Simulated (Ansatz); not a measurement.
Input:

TiW:
```cif
data_Ti2W2
_chemical_formula_sum 'Ti2 W2'
_space_group_name_H-M_alt 'Cmmm'
_space_group_IT_number 65
_space_group_name_Hall '-C 2 2'
_cell_length_a 3.13948
_cell_length_b 4.50648
_cell_length_c 4.41886
_cell_angle_alpha 90.000
_cell_angle_beta 90.000
_cell_angle_gamma 90.000
loop_
_atom_site_label
_atom_site_type_symbol
_atom_site_symmetry_multiplicity
_atom_site_Wyckoff_symbol
_atom_site_fract_x
_atom_site_fract_y
_atom_site_fract_z
_atom_site_occupancy
Ti1 Ti 2 a 0.00000 0.00000 0.00000 1
W1 W 2 c 0.00000 0.50000 0.50000 1
```
(The calculation used a cell of 2 atoms; values per cell refer to that cell.)

This is the PBEsol-relaxed structure.

All from PBEsol (plane waves, PAW; program Ansatz), unless another level is named. Estimate the formation energy from the elements (no fitted shifts).

-0.020 eV/atom.

What about the density of states at the Fermi level?

1.5 states/eV per atom (mean over ±0.08 eV).

The workflow started from a Materials Project entry (that database holds measured and hypothetical structures alike); the Crystallography Open Database copy checked does not list it. With Ti and W taken as one species the cell has the higher symmetry Im-3m, so it may be an ordered model of a mixed-site phase. Whether it is the stable phase at ambient conditions was not checked. The cell was relaxed with PBEsol under the symmetry of its start; whether a distortion lowers the energy is not shown. The run is not spin-polarised. The references are the lowest solids computed at this level, not always the standard phases. Scalar-relativistic: spin–orbit coupling is off unless named, which matters more the heavier the elements.

Potentials: the later of the program's two PAW sets.
